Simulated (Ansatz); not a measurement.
Input:

ZnSe:
```cif
data_Se4Zn4
_chemical_formula_sum 'Zn4 Se4'
_space_group_name_H-M_alt 'P 1'
_space_group_IT_number 1
_cell_length_a 6.85992
_cell_length_b 6.85992
_cell_length_c 4.00212
_cell_angle_alpha 90.000
_cell_angle_beta 90.000
_cell_angle_gamma 90.000
loop_
_space_group_symop_operation_xyz
  'x, y, z'
loop_
_atom_site_label
_atom_site_type_symbol
_atom_site_fract_x
_atom_site_fract_y
_atom_site_fract_z
_atom_site_occupancy
Zn1 Zn 0.32590 0.67410 0.00000 1
Zn2 Zn 0.67410 0.32590 0.00000 1
Zn3 Zn 0.82590 0.82590 0.50000 1
Zn4 Zn 0.17410 0.17410 0.50000 1
Se1 Se 0.31386 0.31386 0.00000 1
Se2 Se 0.68614 0.68614 0.00000 1
Se3 Se 0.18614 0.81386 0.50000 1
Se4 Se 0.81386 0.18614 0.50000 1
```

This is the PBEsol-relaxed structure.

**Question.** All from PBEsol in the plane-wave PAW code Ansatz, unless another level is named. Estimate the Born charges (a third of the trace).

**Answer.** Zn +1.95, Se -1.95 e.

**Question.** And the electronic dielectric constant ε∞ (DFPT)?

**Answer.** 6.90 (xx = yy), 6.94 (zz).

**Question.** What about the static dielectric constant ε0 (ions relaxed, cell fixed)?

**Answer.** 9.86 (xx = yy), 8.98 (zz).

Space group P4_2/mnm. The start of the workflow was typed in or built on a structure type; neither database checked (COD, Materials Project) lists it. It is not the phase usual at ambient conditions (space group No. 216). The cell was relaxed with PBEsol under the symmetry of its start; whether a distortion lowers the energy is not shown. Scalar-relativistic: spin–orbit coupling is off unless named, which matters more the heavier the elements.

Potentials: the earlier of the program's two PAW sets. The files were generated under PBE; for other functionals the program regenerates the frozen cores, and for LDA and PBEsol the local potential too.
